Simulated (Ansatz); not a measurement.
Sn₂GeO₃ (Pm) at 3 levels of theory

One geometry, relaxed with PBE; plane waves with PAW potentials in Ansatz, scalar-relativistic. No spin polarisation. Gaps are the least over mesh and band path; pressure is positive in compression.

Space group Pm (No. 6). a = 4.150 Å, b = 3.516 Å, c = 14.910 Å, α = 90.00°, β = 91.21°, γ = 90.00°
```
atom  site  symmetry       x       y       z
  Sn    1a         m  0.9995  0.0000  0.0772
  Sn    1a         m  0.9894  0.0000  0.4032
  Sn    1a         m  0.0133  0.0000  0.7496
  Sn    1b         m  0.5009  0.5000  0.5932
  Ge    1b         m  0.4390  0.5000  0.2579
  Ge    1b         m  0.4489  0.5000  0.9318
   O    1a         m  0.5182  0.0000  0.0052
   O    1a         m  0.5086  0.0000  0.3312
   O    1a         m  0.5073  0.0000  0.6815
   O    1b         m  0.0392  0.5000  0.9914
   O    1b         m  0.0299  0.5000  0.3175
   O    1b         m  0.0059  0.5000  0.6604
```

| level | cutoff (eV) | k mesh | gap (eV) | pressure (GPa) |
| --- | --- | --- | --- | --- |
| PBE | 420 | 8×8×2 | 0.87 | 0.0 |

What comes out on the same cell with r2SCAN, LDA?

| level | cutoff (eV) | k mesh | gap (eV) | pressure (GPa) |
| --- | --- | --- | --- | --- |
| r2SCAN | 500 | 8×8×2 | 1.11 | -3.9 |
| LDA | 420 | 8×8×2 | 0.88 | -6.4 |

The cell holds layers, chains or molecules and no dispersion correction was added, so their binding is poorly described.

The cell was found from a structure generator's guess, not taken from experiment.
